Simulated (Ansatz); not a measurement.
AgI:
```cif
data_Ag4I4
_chemical_formula_sum 'Ag4 I4'
_space_group_name_H-M_alt 'F-43m'
_space_group_IT_number 216
_space_group_name_Hall 'F -4 2 3'
_cell_length_a 6.34804
_cell_length_b 6.34804
_cell_length_c 6.34804
_cell_angle_alpha 90.000
_cell_angle_beta 90.000
_cell_angle_gamma 90.000
loop_
_atom_site_label
_atom_site_type_symbol
_atom_site_symmetry_multiplicity
_atom_site_Wyckoff_symbol
_atom_site_fract_x
_atom_site_fract_y
_atom_site_fract_z
_atom_site_occupancy
Ag1 Ag 4 c 0.25000 0.25000 0.25000 1
I1 I 4 a 0.00000 0.00000 0.00000 1
```
(The calculation used a cell of 2 atoms; values per cell refer to that cell.)

This is the LDA-relaxed structure.

### Question
All from DFT-LDA in the program Ansatz with PAW potentials, unless another level is named. Estimate the hole effective mass, band 1 of 3 at the edge.

### Answer
0.63 along [100], 2.6 along [110], 1.3 along [111] (mₑ).

### Question
Predict the band gap.

### Answer
1.06 eV (direct).

### Question
What about the weight of the valence-edge state by species (Voronoi cells)?

### Answer
I 60 %, Ag 40 %.

### Question
Next, the weight of the conduction-edge state by species (Voronoi cells)?

### Answer
Ag 66 %, I 34 %.

### Question
Predict the valence-band maximum.

### Answer
at Γ.

The cell was relaxed with LDA under the symmetry of its start; phonons on a q-mesh show no instability. No spin polarisation was allowed. Spin–orbit coupling is left out wherever it is not named.

Potentials: the later of the program's two PAW sets.
